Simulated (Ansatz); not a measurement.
Calculated quadrupolar parameters for V2O5

The cell is a Materials Project structure (computed, not necessarily an observed phase), atoms as given.

Space group C2/c (No. 15); a = 12.0512, b = 4.7243, c = 5.3924 Å, β = 103.65°.

| site | Wyckoff | site symmetry | x | y | z |
| --- | --- | --- | --- | --- | --- |
| V | 8f | 1 | 0.3571 | 0.7403 | 0.7527 |
| O5 | 8f | 1 | 0.3900 | 0.0602 | 0.5176 |
| O9 | 8f | 1 | 0.2034 | 0.0702 | 0.1316 |
| O13 | 4e | 2 | 0.5000 | 0.6148 | 0.7500 |

One atom of each set is listed; the run and its k-mesh use a cell of 14 atoms with edges of 6.47, 6.47, 5.39 Å.

Computed with Ansatz: DFT, PBE, plane waves and PAW, scalar-relativistic, 420 eV cutoff, Γ-centred 6×6×5 k-points, Fermi–Dirac smearing 0.02 eV.

C_Q = eQV_zz/h, which is 24.18 MHz for Q = 1 b and V_zz = 10²¹ V/m²; η = (V_xx − V_yy)/V_zz.

51V: I = 7/2, Q = -52.00 mb; ¹⁷O: I = 5/2, Q = -25.58 mb. Q values from Pyykkö, Mol. Phys. 116, 1328 (2018).

Problem. Give the quadrupolar parameters of the distinct sites.

Solution. 

```
site  atoms                                         first shell  V_xx, V_yy, V_zz (10²¹ V/m²)     η  C_Q (MHz)
   V      4                                  6 O at 1.68–2.18 Å            -0.86, -2.96, 3.83  0.55      -4.81
  O5      4  2 V at 1.68–2.07 Å, angle 153°; also 1 V at 3.31 Å            -0.17, -1.45, 1.62  0.79      -1.00
  O9      4                                  3 V at 1.81–2.18 Å             1.18, 3.37, -4.55  0.48       2.81
 O13      2                           2 V at 1.82 Å, angle 142°            -0.16, -3.49, 3.65  0.91      -2.26
```

At this cell the PBE pressure is -6 GPa, so with PBE the cell would shrink if it were relaxed. The entry's cell may itself be off. The largest force is 1.2 eV/Å, so the atoms aren't at the calculated equilibrium and relaxing them would move these values.
